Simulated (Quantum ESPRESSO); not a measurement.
GaAlIn2P4, finding a planted mistake in a log

A calculation, not a measurement. The program is pw.x of Quantum ESPRESSO 7.5 (plane-wave density functional theory). The cell is made up: 8 atoms on a zincblende/diamond lattice, with randomly drawn elements, strain and displacements, not relaxed. PseudoDojo standard norm-conserving files (v0.5 for PBE, v0.4.1 for LDA and PBEsol) set the functional; there is no spin polarisation, spin-orbit coupling or dispersion term, and the masses in the input are unused placeholders.

Intended input:

```
&control calculation='scf', pseudo_dir='./dojo.nc.sr.pbe.v0_5.standard.upf', outdir='./o', disk_io='medium', tprnfor=.true., tstress=.true. /
&system ibrav=0, nat=8, ntyp=4, nbnd=37, ecutwfc=79.96652505, nosym=.true., tot_charge=0,
 occupations='smearing', smearing='fd', degauss=0.0018374661
/
&electrons conv_thr=7.350e-09, electron_maxstep=60, /
ATOMIC_SPECIES
Al 1.0 Al.upf
Ga 1.0 Ga.upf
In 1.0 In.upf
P 1.0 P.upf
CELL_PARAMETERS angstrom
5.6805 0.0207 0.0807
0.0207 5.6566 -0.0067
0.0807 -0.0067 5.6841
ATOMIC_POSITIONS angstrom
Ga 0.1122 -0.0144 -0.0956
Al -0.0445 2.7033 2.9007
In 2.9864 0.0471 2.8591
In 2.7494 2.8048 0.0818
P 1.5269 1.4705 1.4008
P 1.6132 4.3609 4.2045
P 4.2545 1.3746 4.3297
P 4.3257 4.235 1.5167
K_POINTS automatic
4 4 4 1 1 1
```

The log is shortened where brackets say so; the opening notice, blank lines, dates and the lines on written files are dropped, and the path of the files is cut. It prints rydbergs, bohrs and kilobars, and counts compression as positive stress.

Log of the intended run:

```
     Program PWSCF v.7.5
     Parallel version (MPI & OpenMP), running on       1 processor cores
     Number of MPI processes:                 1
     Threads/MPI process:                     1
     [start-up lines left out]
     bravais-lattice index     =            0
     lattice parameter (alat)  =      10.7357  a.u.
     unit-cell volume          =    1232.2712 (a.u.)^3
     number of atoms/cell      =            8
     number of atomic types    =            4
     number of electrons       =        62.00
     number of Kohn-Sham states=           37
     kinetic-energy cutoff     =      79.9665  Ry
     charge density cutoff     =     319.8661  Ry
     scf convergence threshold =      7.3E-09
     mixing beta               =       0.7000
     number of iterations used =            8  plain     mixing
     Exchange-correlation= PBE
                           (   1   4   3   4   0   0   0)
     [axes and pseudopotential details left out]
   Cartesian axes
     site n.     atom                  positions (alat units)
         1        Ga     tau(   1) = (   0.0197497  -0.0025347  -0.0168277  )
         2        Al     tau(   2) = (  -0.0078330   0.4758400   0.5105868  )
         3        In     tau(   3) = (   0.5256718   0.0082906   0.5032642  )
         4        In     tau(   4) = (   0.4839546   0.4937063   0.0143986  )
         5        P      tau(   5) = (   0.2687679   0.2588402   0.2465715  )
         6        P      tau(   6) = (   0.2839585   0.7676140   0.7400841  )
         7        P      tau(   7) = (   0.7488852   0.2419597   0.7621221  )
         8        P      tau(   8) = (   0.7614180   0.7454528   0.2669724  )
     number of k points=    32  Fermi-Dirac smearing, width (Ry)=  0.0018
                       cart. coord. in units 2pi/alat
        k(    1) = (   0.1228049   0.1252383   0.1233384), wk =   0.0625000
        k(    2) = (   0.1192533   0.1255474   0.3732577), wk =   0.0625000
     [further k points left out]
     Dense  grid:   119097 G-vectors     FFT dimensions: (  64,  64,  64)
     Estimated max dynamical RAM per process >     159.20 MB
     Initial potential from superposition of free atoms
     starting charge      61.9865, renormalised to      62.0000
     Starting wfcs are   47 randomized atomic wfcs
     total cpu time spent up to now is       16.7 secs
     per-process dynamical memory:    93.8 Mb
     Self-consistent Calculation
     iteration #  1     ecut=    79.97 Ry     beta= 0.70
     Davidson diagonalization with overlap
     ethr =  1.00E-02,  avg # of iterations =  4.0
     Threshold (ethr) on eigenvalues was too large:
     Diagonalizing with lowered threshold
     Davidson diagonalization with overlap
     ethr =  6.20E-04,  avg # of iterations =  2.0
     total cpu time spent up to now is       83.3 secs
     total energy              =    -478.76157541 Ry
     estimated scf accuracy    <       0.39557580 Ry
     iteration #  2     ecut=    79.97 Ry     beta= 0.70
     Davidson diagonalization with overlap
     ethr =  6.38E-04,  avg # of iterations =  2.0
     total cpu time spent up to now is      115.7 secs
     total energy              =    -478.86441605 Ry
     estimated scf accuracy    <       0.09454721 Ry
     [iterations 3 to 8 left out]
     iteration #  9     ecut=    79.97 Ry     beta= 0.70
     Davidson diagonalization with overlap
     ethr =  2.32E-10,  avg # of iterations =  3.6
     total cpu time spent up to now is      479.4 secs
     total energy              =    -478.88273586 Ry
     estimated scf accuracy    <       0.00000003 Ry
     iteration # 10     ecut=    79.97 Ry     beta= 0.70
     Davidson diagonalization with overlap
     ethr =  4.41E-11,  avg # of iterations =  2.2
     total cpu time spent up to now is      531.0 secs
     End of self-consistent calculation
     [lines on levels left out]
!    total energy              =    -478.88273587 Ry
     estimated scf accuracy    <          3.5E-09 Ry
     smearing contrib. (-TS)   =      -0.00000000 Ry
     internal energy E=F+TS    =    -478.88273587 Ry
     The total energy is F=E-TS. E is the sum of the following terms:
     one-electron contribution =    -204.07265176 Ry
     hartree contribution      =     142.84034022 Ry
     xc contribution           =    -140.78693184 Ry
     ewald contribution        =    -276.86349249 Ry
     convergence has been achieved in  10 iterations
     Forces acting on atoms (cartesian axes, Ry/au):
     atom    1 type  2   force =    -0.02014245    0.00472883    0.02908793
     atom    2 type  1   force =     0.03258261    0.03952787   -0.02081821
     atom    3 type  3   force =    -0.01908469    0.01366450   -0.04673641
     atom    4 type  3   force =     0.06822483    0.09853757   -0.05741929
     atom    5 type  4   force =    -0.13726484   -0.07673074    0.07658141
     atom    6 type  4   force =    -0.09212853   -0.07283050    0.01942924
     atom    7 type  4   force =     0.09261026    0.02491891    0.04051604
     atom    8 type  4   force =     0.07520281   -0.03181645   -0.04064071
     Total force =     0.297742     Total SCF correction =     0.000193
     Computing stress (Cartesian axis) and pressure
          total   stress  (Ry/bohr**3)                   (kbar)     P=       53.41
   0.00030450   0.00012437  -0.00028649           44.79       18.30      -42.14
   0.00012437   0.00039846  -0.00006466           18.30       58.61       -9.51
  -0.00028649  -0.00006466   0.00038630          -42.14       -9.51       56.83
     init_run     :     15.25s CPU     16.49s WALL (       1 calls)
     electrons    :    499.73s CPU    514.31s WALL (       1 calls)
     forces       :      8.89s CPU      9.03s WALL (       1 calls)
     stress       :     20.16s CPU     21.17s WALL (       1 calls)
     [timing details left out]
     PWSCF        :   9m 4.41s CPU   9m22.09s WALL
     JOB DONE.
```

A second run was made from an input with one planted mistake. Its log:

```
     Program PWSCF v.7.5
     Parallel version (MPI & OpenMP), running on       1 processor cores
     Number of MPI processes:                 1
     Threads/MPI process:                     1
     [start-up lines left out]
     bravais-lattice index     =            0
     lattice parameter (alat)  =      10.7357  a.u.
     unit-cell volume          =    1232.2712 (a.u.)^3
     number of atoms/cell      =            8
     number of atomic types    =            4
     number of electrons       =        62.00
     number of Kohn-Sham states=           37
     kinetic-energy cutoff     =      79.9665  Ry
     charge density cutoff     =     319.8661  Ry
     scf convergence threshold =      7.3E-09
     mixing beta               =       0.7000
     number of iterations used =            8  plain     mixing
     Exchange-correlation= PBE
                           (   1   4   3   4   0   0   0)
     [axes and pseudopotential details left out]
   Cartesian axes
     site n.     atom                  positions (alat units)
         1        Al     tau(   1) = (   0.0197497  -0.0025347  -0.0168277  )
         2        Ga     tau(   2) = (  -0.0078330   0.4758400   0.5105868  )
         3        In     tau(   3) = (   0.5256718   0.0082906   0.5032642  )
         4        In     tau(   4) = (   0.4839546   0.4937063   0.0143986  )
         5        P      tau(   5) = (   0.2687679   0.2588402   0.2465715  )
         6        P      tau(   6) = (   0.2839585   0.7676140   0.7400841  )
         7        P      tau(   7) = (   0.7488852   0.2419597   0.7621221  )
         8        P      tau(   8) = (   0.7614180   0.7454528   0.2669724  )
     number of k points=    32  Fermi-Dirac smearing, width (Ry)=  0.0018
                       cart. coord. in units 2pi/alat
        k(    1) = (   0.1228049   0.1252383   0.1233384), wk =   0.0625000
        k(    2) = (   0.1192533   0.1255474   0.3732577), wk =   0.0625000
     [further k points left out]
     Dense  grid:   119097 G-vectors     FFT dimensions: (  64,  64,  64)
     Estimated max dynamical RAM per process >     159.20 MB
     Initial potential from superposition of free atoms
     starting charge      61.9865, renormalised to      62.0000
     Starting wfcs are   47 randomized atomic wfcs
     total cpu time spent up to now is       16.4 secs
     per-process dynamical memory:    93.8 Mb
     Self-consistent Calculation
     iteration #  1     ecut=    79.97 Ry     beta= 0.70
     Davidson diagonalization with overlap
     ethr =  1.00E-02,  avg # of iterations =  4.0
     Threshold (ethr) on eigenvalues was too large:
     Diagonalizing with lowered threshold
     Davidson diagonalization with overlap
     ethr =  6.22E-04,  avg # of iterations =  2.0
     total cpu time spent up to now is       68.8 secs
     total energy              =    -478.76167391 Ry
     estimated scf accuracy    <       0.39684493 Ry
     iteration #  2     ecut=    79.97 Ry     beta= 0.70
     Davidson diagonalization with overlap
     ethr =  6.40E-04,  avg # of iterations =  2.1
     total cpu time spent up to now is       99.2 secs
     total energy              =    -478.86403675 Ry
     estimated scf accuracy    <       0.09887323 Ry
     [iterations 3 to 8 left out]
     iteration #  9     ecut=    79.97 Ry     beta= 0.70
     Davidson diagonalization with overlap
     ethr =  2.63E-10,  avg # of iterations =  3.4
     total cpu time spent up to now is      351.6 secs
     total energy              =    -478.88378436 Ry
     estimated scf accuracy    <       0.00000002 Ry
     iteration # 10     ecut=    79.97 Ry     beta= 0.70
     Davidson diagonalization with overlap
     ethr =  4.00E-11,  avg # of iterations =  2.5
     total cpu time spent up to now is      395.6 secs
     End of self-consistent calculation
     [lines on levels left out]
!    total energy              =    -478.88378437 Ry
     estimated scf accuracy    <          3.1E-09 Ry
     smearing contrib. (-TS)   =      -0.00000000 Ry
     internal energy E=F+TS    =    -478.88378437 Ry
     The total energy is F=E-TS. E is the sum of the following terms:
     one-electron contribution =    -203.74929739 Ry
     hartree contribution      =     142.66517795 Ry
     xc contribution           =    -140.78692340 Ry
     ewald contribution        =    -277.01274153 Ry
     convergence has been achieved in  10 iterations
     Forces acting on atoms (cartesian axes, Ry/au):
     atom    1 type  1   force =    -0.02226778    0.00571793    0.03159861
     atom    2 type  2   force =     0.02847763    0.03633819   -0.01968139
     atom    3 type  3   force =    -0.01981298    0.01256705   -0.04667415
     atom    4 type  3   force =     0.06775649    0.09945483   -0.05732371
     atom    5 type  4   force =    -0.13641577   -0.08324107    0.06923168
     atom    6 type  4   force =    -0.08918533   -0.06492888    0.02501255
     atom    7 type  4   force =     0.09415858    0.01909935    0.04587892
     atom    8 type  4   force =     0.07728915   -0.02500740   -0.04804249
     Total force =     0.296500     Total SCF correction =     0.000166
     Computing stress (Cartesian axis) and pressure
          total   stress  (Ry/bohr**3)                   (kbar)     P=       53.38
   0.00030498   0.00012536  -0.00028897           44.86       18.44      -42.51
   0.00012536   0.00039552  -0.00005953           18.44       58.18       -8.76
  -0.00028897  -0.00005953   0.00038814          -42.51       -8.76       57.10
     init_run     :     13.43s CPU     16.22s WALL (       1 calls)
     electrons    :    350.75s CPU    379.18s WALL (       1 calls)
     forces       :      7.39s CPU      7.52s WALL (       1 calls)
     stress       :     22.43s CPU     23.49s WALL (       1 calls)
     [timing details left out]
     PWSCF        :   6m34.32s CPU   7m 7.25s WALL
     JOB DONE.
```

Question: what was wrong in the second input?

Answer: two atoms have their elements exchanged. The input lines that differ, file-writing options aside:

```
- Ga 0.1122 -0.0144 -0.0956
+ Al 0.1122 -0.0144 -0.0956
- Al -0.0445 2.7033 2.9007
+ Ga -0.0445 2.7033 2.9007
```

|  | intended run | run with the mistake |
| --- | --- | --- |
| free energy (eV) | -6515.532 | -6515.546 |
| smearing term -TS (eV) | 0.0000 | 0.0000 |
| pressure (GPa) | 5.34 | 5.34 |
| largest force component (eV/Å) | 3.529 | 3.507 |
| largest change of a force component (eV/Å) |  | 0.203 |
| iterations | 10 | 10 |

For scale, a rerun of the intended cell at 1377 eV and a 6 x 6 x 6 mesh moved values by no more than 0.008 eV in energy, 0.02 GPa in stress and 0.002 eV/Å in force.